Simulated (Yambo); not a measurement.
Yambo run on Zn₂P₂O₇ (space group C2/m, No. 12). The wavefunctions are LDA (Quantum ESPRESSO, PseudoDojo norm-conserving, 84 Ry, without SOC) ones on a 2×2×4 mesh (46 occupied bands); a = b = 5.3532 Å, c = 4.5585 Å, α = β = 99.10°, γ = 103.17°.

Yambo input:

```
rim_cut
gw0
dyson
el_el_corr
HF_and_locXC
ppa
em1d
RandQpts= 1000000
RandGvec= 1 Ry
EXXRLvcs= 84 Ry
VXCRLvcs= 336 Ry
Chimod= "HARTREE"
% BndsRnXp
 9 | 92 |
%
NGsBlkXp= 4 Ry
% LongDrXp
 1.0 | 1.0 | 1.0 |
%
PPAPntXp= 27.2114 eV
% GbndRnge
 1 | 92 |
%
GTermKind= "BG"
DysSolver= "n"
ExtendOut
% QPkrange
 1 | 1 | 46 | 47 |
 3 | 3 | 46 | 46 |
%
```

k points by index: 1 = Γ, 3 = (0, 0, -0.5).

Table of the .qp output:

```
#    K-point    Band    Eo [eV]    E [eV]    E-Eo [eV]    Vxc [eV]    Vnlxc [eV]    Sc|Eo [eV]    Sc|E [eV]    dSc/dw|Eo [eV]    Re(Z)    Im(Z)
#
    1    46    -0.485043    -1.773824    -1.288782    -21.43140    -27.48361    4.452753    4.763434    -6.558964    0.805775    -0.001296
    1    47    3.596787    5.241168    1.644381    -14.69726    -9.594382    -3.175865    -3.458495    -4.676729    0.853338    -0.949219E-3
    3    46    0.000000    -1.277719    -1.277719    -22.73794    -28.56013    4.246756    4.544469    -6.339660    0.811043    -0.001214
```
(The two width columns are left out.) Convergence of these settings isn't established.

Geometry of the Materials Project entry, not relaxed at this level.

The structure is a Materials Project entry; no match was found in the copy of COD used, and its stability was not checked.
